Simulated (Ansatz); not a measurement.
One starting cell of Ti (a generated cell, Ti placed in the hcp structure type) was relaxed twice with Ansatz (plane waves, PAW, scalar-relativistic): with r2SCAN at 500 eV and with PBE at 420 eV. The r2SCAN result:

```cif
data_Ti2
_chemical_formula_sum 'Ti2'
_space_group_name_H-M_alt 'P 1'
_space_group_IT_number 1
_cell_length_a 2.93627
_cell_length_b 2.93627
_cell_length_c 4.63716
_cell_angle_alpha 90.000
_cell_angle_beta 90.000
_cell_angle_gamma 120.000
loop_
_space_group_symop_operation_xyz
  'x, y, z'
loop_
_atom_site_label
_atom_site_type_symbol
_atom_site_fract_x
_atom_site_fract_y
_atom_site_fract_z
_atom_site_occupancy
Ti1 Ti 0.33333 0.66667 0.75000 1
Ti2 Ti 0.66667 0.33333 0.25000 1
```

| quantity | r2SCAN | PBE |
|---|---|---|
| space group | P6₃/mmc | P6₃/mmc |
| volume (Å³/atom) | 17.31 | ___ |
| a (Å) | 2.936 | ___ |
| c (Å) | 4.637 | ___ |
| gap (eV, no spin-orbit coupling) | 0.00 | ___ |
| pressure at 80 % of the level's own volume (GPa) | 37.9 | ___ |
| pressure at 88 % of the level's own volume (GPa) | 18.7 | ___ |

Q: What does PBE give for the same quantities?

A: 
- volume (Å³/atom), PBE: 17.39
- a (Å), PBE: 2.939
- c (Å), PBE: 4.650
- gap (eV, no spin-orbit coupling), PBE: 0.00
- pressure at 80 % of the level's own volume (GPa), PBE: 36.8
- pressure at 88 % of the level's own volume (GPa), PBE: 18.0

Both levels end in the same structure; PBE's volume is within 0.5 % of r2SCAN's. Neither column is exact.

No spin polarisation in the result.

The run could not lose the symmetry of its start; a randomly shaken copy of 2 atoms returns to this structure.

All atoms sit on sites fixed by symmetry, so only the cell could relax.

Ansatz is a quantum-chemistry and plane-wave program.
